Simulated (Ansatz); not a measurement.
Values for one crystal, relaxed and computed with r²SCAN in the plane-wave PAW code Ansatz; other levels are named.

Volume per atom: 14.20 Å³
Electronic character: metallic (no gap)
Formation energy from the elements (no fitted shifts): -0.73 eV/atom
Density of states at the Fermi level: 0.37 states/eV per atom (mean over ±0.08 eV)

Task: Which of these materials gives this?
A. YSiPt, Pnma (Y on 4c, Si on 4c, Pt on 4c)
B. Ti3Se4, P6_3/m (Ti on 6h, Se on 6h, Se on 2c)
C. Y2MgGe2, P4/mbm (Y on 4h, Mg on 2a, Ge on 4g)
D. Nb5SiB2, I4/mcm (Nb on 4c, Nb on 16l, Si on 4a, B on 8h)

Result: D, Nb5SiB2, I4/mcm (Nb on 4c, Nb on 16l, Si on 4a, B on 8h)

The first step of the workflow began from a Materials Project structure, measured or hypothetical; the Crystallography Open Database copy checked does not list it. Whether it is the stable phase at ambient conditions was not checked. The r²SCAN relaxation kept the symmetry of its start; whether a distortion lowers the energy is not shown. No spin polarisation was allowed. The references are the lowest solids computed at this level, not always the standard phases. Spin–orbit coupling is left out wherever it is not named.

Potentials: the earlier of the program's two PAW sets.
